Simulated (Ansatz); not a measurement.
Zr (hcp, Mg type)

```yaml
crystal:
  lattice:
    - [6.46252, 0.00000, 0.00000]
    - [-1.61563, 2.79835, 0.00000]
    - [3.23126, 0.00000, 5.17316]
  atoms:
    - { symbol: Zr, position: [0.79167, 0.66667, 0.75000] }
    - { symbol: Zr, position: [0.29167, 0.66667, 0.75000] }
    - { symbol: Zr, position: [0.20833, 0.33333, 0.25000] }
    - { symbol: Zr, position: [0.70833, 0.33333, 0.25000] }
```

The atoms are displaced by Q × the pattern below (from a DFPT mode at L = (0.5, 0.0, 0.5), largest move 1; Q in Å), at fixed cell. It is one choice among 2 degenerate patterns. (q is in reciprocal vectors of the primitive cell; the cell shown is doubled to hold the pattern.)

```json
[
 {"atom": "Zr1", "x": "0.500", "y": "-0.866", "z": "0.000"},
 {"atom": "Zr2", "x": "-0.500", "y": "0.866", "z": "0.000"}
]
```

Atoms not listed stay in place.

Calculation: PBE (plane waves to 420 eV, PAW, scalar-relativistic; Ansatz, an electronic-structure program). k mesh 17×17×17 (Γ-centred), Fermi-Dirac smearing 0.05 eV. E stands for the smeared free energy. With partly filled bands, energies and forces of such displacements shift with the k mesh and the smearing. Zr is run without spin polarisation. Zr was relaxed with its symmetry unable to fall. The zero of ΔE is the undisplaced structure. The last digit holds for this mesh only.

| Q (Å) | ΔE (meV/cell) |
|---|---|
| -0.1000 | 46.82 |
| -0.0833 | 32.79 |
| -0.0667 | withheld |
| -0.0500 | 11.97 |
| -0.0333 | 5.34 |
| -0.0167 | 1.34 |
| 0.0000 | 0.00 |
| 0.0167 | 1.34 |
| 0.0333 | 5.34 |
| 0.0500 | 11.97 |
| 0.0667 | withheld |
| 0.0833 | 32.79 |
| 0.1000 | 46.82 |

### Question
Fit an even polynomial form (powers 2, 4) to the given rows and predict ΔE at Q = 0.0667.

### Answer
Least squares on the 11 given rows: ΔE = (4825)·Q² + (-14270)·Q⁴, in meV/cell with Q in Å; root-mean-square residual 0.004 meV/cell. At 0.0667 the fit gives 21.18 meV/cell; the calculation gives 21.15 meV/cell, so the interpolation is off by 0.03 (+0.1 %). The quadratic term alone would give 21.47 meV/cell.

(For displaced atoms, the force is minus the slope of the energy, and its curvature is a force constant, which sets phonon frequencies.)
